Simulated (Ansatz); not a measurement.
Here is the system:

SiC:
```cif
data_C3Si3
_chemical_formula_sum 'Si3 C3'
_space_group_name_H-M_alt 'P6222'
_space_group_IT_number 180
_space_group_name_Hall 'P 62 2 (0 0 4)'
_cell_length_a 3.07264
_cell_length_b 3.07264
_cell_length_c 7.03936
_cell_angle_alpha 90.000
_cell_angle_beta 90.000
_cell_angle_gamma 120.000
loop_
_atom_site_label
_atom_site_type_symbol
_atom_site_symmetry_multiplicity
_atom_site_Wyckoff_symbol
_atom_site_fract_x
_atom_site_fract_y
_atom_site_fract_z
_atom_site_occupancy
Si1 Si 3 d 0.50000 0.00000 0.50000 1
C1 C 3 c 0.50000 0.00000 0.00000 1
```

This is the r²SCAN-relaxed structure.

Q: All from the program Ansatz at the r²SCAN level (PAW), unless another level is named. Give the electron effective mass.

A: 0.18, 0.44, 0.64 mₑ (principal values).

Q: And the smallest direct gap on the standard path?

A: 3.41 eV.

Q: Next, the band gap?

A: 1.18 eV (indirect).

Q: And the formation energy from the elements (no fitted shifts)?

A: 0.34 eV/atom.

Q: What about the weight of the valence-edge state by species (Voronoi cells)?

A: C 76 %, Si 24 %.

Space group P6_222. The start of the workflow was typed in or built on a structure type; neither database checked (COD, Materials Project) lists it. It is not the phase usual at ambient conditions (space group No. 186, 216). The r²SCAN relaxation kept the symmetry of its start; whether a distortion lowers the energy is not shown. Its formation energy is positive at this level, so the cell may be metastable or incomplete. The references are the lowest solids computed at this level, not always the standard phases.

Potentials: the later of the program's two PAW sets.
